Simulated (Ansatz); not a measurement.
Data:

Relaxed WSe2 (2H-MoS2 type, space group P6_3/mmc):

```
WSe2
1.0
    3.29952     0.00000     0.00000
   -1.64976     2.85747     0.00000
    0.00000     0.00000    13.14745
W Se
2 4
Direct
  0.33333   0.66667   0.25000
  0.66667   0.33333   0.75000
  0.33333   0.66667   0.62334
  0.66667   0.33333   0.12334
  0.66667   0.33333   0.37666
  0.33333   0.66667   0.87666
```

In each cell atom 5 (Se, nearest neighbour W at 2.530 Å; its periodic images, 3.3 Å or more away, move with it) moves by s·(0.000, -0.753, -0.658) (towards the nearest neighbour), the rest being held.

All values below come from r2SCAN+rVV10 (plane waves to 500 eV, PAW, scalar-relativistic; Ansatz, a quantum-chemistry and plane-wave program). k mesh 9×9×2 (Γ-centred), Fermi-Dirac smearing 0.05 eV. E stands for the smeared free energy. Left out: 1 of 11 points, with atoms too close for the PAW data. Spin-orbit coupling is left out, though W is heavy. The PAW data are Ansatz's earlier set. WSe2 is run without spin polarisation. WSe2 was relaxed with its symmetry unable to fall. ΔE is measured from the undisplaced structure.

The scan covers s from -0.510 to 0.408 Å in 10 points.

Problem. Is the energy the same for displacements of ±0.408 Å, and if not, which side lies higher?

Solution. Not even: the positive side lies higher at ±0.408 Å. With its periodic images moving along, the atom's site symmetry in this cell is 3m..

Problem. What is the energy change at s = 0.408 Å?

Solution. 1691 meV/cell.

Problem. What force acts on the atom along the line at s = -0.510 Å?

Solution. 3.02 eV/Å.

Problem. What is the force constant k = d²E/ds² of this move at s = 0?

Solution. 12.6 eV/Å².

(For displaced atoms, the force is minus the slope of the energy, and its curvature is a force constant, which sets phonon frequencies.)
